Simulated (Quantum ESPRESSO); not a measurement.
Inputs of pw.x and gipaw.x (a modified build of Quantum ESPRESSO, PBE) for Li$_{2}$O; the starting potential comes from an earlier run on another mesh:

```
&CONTROL
  calculation = 'scf'
  prefix = 'x'
  pseudo_dir = './pseudo'
  outdir = './out'
  tprnfor = .true.
/
&SYSTEM
  ibrav = 0
  nat = 3
  ntyp = 2
  ecutwfc = 45
  ecutrho = 180
  occupations = 'fixed'
  nbnd = 6
/
&ELECTRONS
  conv_thr = 1e-11
  startingpot = 'file'
/
ATOMIC_SPECIES
O 15.999 O.GGA_PBE-JTH.UPF
Li 6.940 Li.GGA_PBE-JTH.UPF
CELL_PARAMETERS angstrom
    0.000000000000     2.305000000000     2.305000000000
    2.305000000000     0.000000000000     2.305000000000
    2.305000000000     2.305000000000     0.000000000000
ATOMIC_POSITIONS crystal
O      0.000000000000     0.000000000000     0.000000000000
Li     0.250000000000     0.250000000000     0.250000000000
Li     0.750000000000     0.750000000000     0.750000000000
K_POINTS automatic
5 5 5 1 1 1
```

```
&INPUTGIPAW
  job = 'nmr'
  prefix = 'x'
  tmp_dir = './out/'
  restart_mode = 'from_scratch'
  pawproj(1) = .true.
  pawproj(2) = .true.
  use_nmr_macroscopic_shape = .false.
/
```

The cell was made here from an entry of the Crystallography Open Database (unchecked): atoms relaxed with PBE in the measured cell (PBE without dispersion, pw.x of Quantum ESPRESSO, symmetry kept).  Stability against distortions was not tested.

Give the final section of the GIPAW output.


```
     Total NMR chemical shifts in ppm: ---------------------------------------
     (adopting the Simpson convention for anisotropy and asymmetry)-----------

     Atom  1  O   pos: (  0.000000  0.000000  0.000000)  Total sigma:         205.43
           205.4322         -0.0000         -0.0000
            -0.0000        205.4322         -0.0000
            -0.0000         -0.0000        205.4322

     O       1    anisotropy:     -0.00    eta:    0.0000
     O       1    sigma_11=    205.43
     O       1    sigma_22=    205.43
     O       1    sigma_33=    205.43

     Atom  2  Li  pos: (  0.353553  0.353553  0.353553)  Total sigma:          77.96
            77.9599          0.0000          0.0000
             0.0000         77.9599          0.0000
             0.0000          0.0000         77.9599

     Li      2    anisotropy:      0.00    eta:    0.0000
     Li      2    sigma_11=     77.96
     Li      2    sigma_22=     77.96
     Li      2    sigma_33=     77.96

     Atom  3  Li  pos: (  1.060660  1.060660  1.060660)  Total sigma:          77.96
            77.9599          0.0000          0.0000
             0.0000         77.9599          0.0000
             0.0000          0.0000         77.9599

     Li      3    anisotropy:      0.00    eta:    0.0000
     Li      3    sigma_11=     77.96
     Li      3    sigma_22=     77.96
     Li      3    sigma_33=     77.96
```
The printed anisotropy is 3/2 (σ_33 − σ_iso) in the program's own order; the axes are left out here. All sites are cubic, so the anisotropy vanishes by symmetry. These are absolute shieldings with no macroscopic susceptibility term; δ = σ_ref − σ needs a reference computed alike. By our sweeps, such settings leave a few ppm in absolute σ.
